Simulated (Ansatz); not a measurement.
## CdS: from a starting cell to a relaxed one

The start is a relaxed CdS cell shaken by Gaussian noise of σ = 0.08 Å a coordinate. Cell shape, volume and atoms are optimised at zero target pressure with r2SCAN (plane waves to 500 eV, PAW, scalar-relativistic; Ansatz, a program for electronic structure). The first steps use a coarse 7×7×2 k-mesh.

Input geometry:
```
CELL_PARAMETERS angstrom
      4.16038     0.00000     0.00000
     -2.08019     3.60300     0.00000
      0.00000     0.00000    13.56010
ATOMIC_POSITIONS crystal
  Cd 0.05791 0.03195 0.00281
  Cd 0.98978 0.01662 0.49947
  Cd 0.64193 0.33342 0.74574
  Cd 0.36208 0.69827 0.24786
  S  0.98341 0.98596 0.80626
  S  0.02290 0.01011 0.30470
  S  0.64851 0.35159 0.56646
  S  0.34837 0.66292 0.06586
```

Question: How much energy is released per atom?

Answer: 33 meV/atom.

Question: Does it find its way back to the structure it was made from?

Answer: It returns to the parent structure, P6₃mc (No. 186).

Question: How do the shortest distances between atoms change?

Answer: The closest pairs of elements (up to four, under 3.6 Å), start → end: Cd–S 2.43 → 2.54 Å.

Question: What band gap does the relaxed structure have at this level?

Answer: 1.58 eV, direct at Γ (no spin-orbit coupling).

Relaxed structure:

Space group P6₃mc (No. 186); a = b = 4.160 Å, c = 13.559 Å, α = β = 90.00°, γ = 120.00°

```csv
atom,site,symmetry,x,y,z
Cd,2a,3m.,0.0000,0.0000,0.4990
Cd,2b,3m.,0.3333,0.6667,0.2487
S,2a,3m.,0.0000,0.0000,0.3110
S,2b,3m.,0.3333,0.6667,0.0609
```

Final values are on a 9×9×3 k-mesh of the relaxed cell. No spin polarisation in the result.

The first start was generated by placing the elements on the sites of a structure type. A measured structure of CdS has the same space group, P6₃mc (No. 186); the sites were not compared with it.
